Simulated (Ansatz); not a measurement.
Input and command of a plane-wave DFT calculation in Ansatz:

```yaml
crystal:
  lattice:
    - [0.0, 3.7786155653, 3.7786155653]
    - [3.7786155653, 0.0, 3.7786155653]
    - [3.7786155653, 3.7786155653, 0.0]
  atoms:
    - { symbol: Tl, position: [0.5, 0.5, 0.5] }
    - { symbol: Tl, position: [0.75, 0.75, 0.75] }
    - { symbol: Os, position: [0.125, 0.125, 0.125] }
    - { symbol: Os, position: [0.625, 0.125, 0.125] }
    - { symbol: Os, position: [0.125, 0.125, 0.625] }
    - { symbol: Os, position: [0.125, 0.625, 0.125] }
basis:
  ecutwfc: 420
kpoints:
  mp_grid: { grid: [10, 10, 10] }
hamiltonian:
  xc: pbe
scf:
  occupations: { method: gaussian, width: 0.1 }
output:
  forces: true
  stress: true
  eigenvalues: true
relax:
  adjacent_minimum: "off"
  f_tol: 0.01
  max_steps: 80
  cell: { stress_tol: 0.05 }
```

```bash
ansatz run input.yaml --threads 1 --pin off --max-ram 2560MiB --backend cpu --events-out ev --progress --plain --runs-dir out
```

Processor: Arm Neoverse N1, 1 thread, on a host shared with other jobs.

Problem. How long does it run, and how much memory does it take?

Solution. About 100 s on 1 thread of Arm Neoverse N1, on a shared host, peak memory 0.5 GiB. It solves 54 bands at 47 k points (the mesh reduced by the symmetry that the task leaves, which can be less than the crystal's) with about 2085 plane waves (on the last cell), in 26 SCF iterations over 4 ionic steps.
